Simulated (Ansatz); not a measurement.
Ru:
```yaml
crystal:
  lattice:
    - [2.69980, 0.00000, 0.00000]
    - [-1.34990, 2.33810, 0.00000]
    - [0.00000, 0.00000, 4.25946]
  atoms:
    - { symbol: Ru, position: [0.33333, 0.66667, 0.75000] }
    - { symbol: Ru, position: [0.66667, 0.33333, 0.25000] }
```

Relaxed with DFT-r²SCAN+D4 in the program Ansatz with PAW potentials. Indices refer to the conventional cell of P6_3/mmc, a = 2.700 Å, b = 2.700 Å, c = 4.259 Å, α = 90.00°, β = 90.00°, γ = 120.00°.

Problem. Simulate the powder diffraction pattern (neutron, λ = 1.5401 Å; lines above 1 %) up to 2θ = 90°.

Solution. Simulated powder pattern, neutron, λ = 1.5401 Å (kinematic, ideal powder, no thermal factors, coherent scattering alone; the 30 strongest lines at most, above 1 %, up to 2θ = 90°):

| 2θ (°) | d (Å) | I/Imax (%) | hkl |
|---|---|---|---|
| 38.46 | 2.338 | 21 | (1 0 -1 0) |
| 42.39 | 2.130 | 24 | (0002) |
| 44.14 | 2.050 | 100 | (1 0 -1 1) |
| 58.56 | 1.574 | 21 | (1 0 -1 2) |
| 69.56 | 1.350 | 33 | (1 1 -2 0) |
| 78.77 | 1.214 | 42 | (1 0 -1 3) |
| 82.40 | 1.169 | 6.7 | (2 0 -2 0) |
| 84.97 | 1.140 | 52 | (1 1 -2 2) |
| 86.17 | 1.127 | 38 | (2 0 -2 1) |

The cell was relaxed with r²SCAN+D4 under the symmetry of its start. The run is not spin-polarised. The pairwise dispersion correction was not fitted to metals. Axis ratios of metals converge slowly with the k-mesh, so a and c are less sure than the volume.

Potentials: the earlier of the program's two PAW sets.
